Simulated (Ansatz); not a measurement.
**Equation of state of BePd from a dense series**

```
CELL_PARAMETERS angstrom
2.81300 0.00000 0.00000
0.00000 2.81300 0.00000
0.00000 0.00000 2.81300
ATOMIC_POSITIONS crystal
Be 0.00000 0.00000 0.00000
Pd 0.50000 0.50000 0.50000
```

Atoms are numbered in the order listed.

The cell comes from COD entry 9008808, which wasn't checked; take it as a given geometry.

Spin polarisation is left out, and whether a magnetic state lies lower isn't shown here.

The calculation used Ansatz 0.2.0, DFT, LDA, all-electron LAPW, scalar-relativistic.

Numerical set-up: a Γ-centred 12×12×12 k mesh, Fermi–Dirac smearing of 0.08 eV, basis error target 1 meV/atom, no spin polarisation.

The cell is scaled evenly. Fractional coordinates are held (clamped ions).

| V (Å³/atom) | P (GPa) |
| --- | --- |
| 10.462 | 4.02 |
| 10.684 | -0.46 |
| 10.907 | -4.44 |
| 11.018 | -6.27 |
| 11.130 | -7.99 |
| 11.241 | -9.62 |
| 11.352 | -11.15 |
| 11.575 | -13.96 |

**Question.** Fit a third-order Birch–Murnaghan curve to the pressures.

**Answer.** P = (3B0/2)(y^(7/2) − y^(5/2))[1 + (3/4)(B0′ − 4)(y − 1)] with y = (V0/V)^(2/3) fits within 0.01 GPa for V0 = 10.660 Å³/atom, B0 = 204.8 GPa and B0′ = 4.58.

**Question.** Predict the pressure at the withheld volume, 11.797 Å³/atom.

**Answer.** There y = 0.9347, so the fit gives -16.46 GPa; the run gave -16.46 GPa.
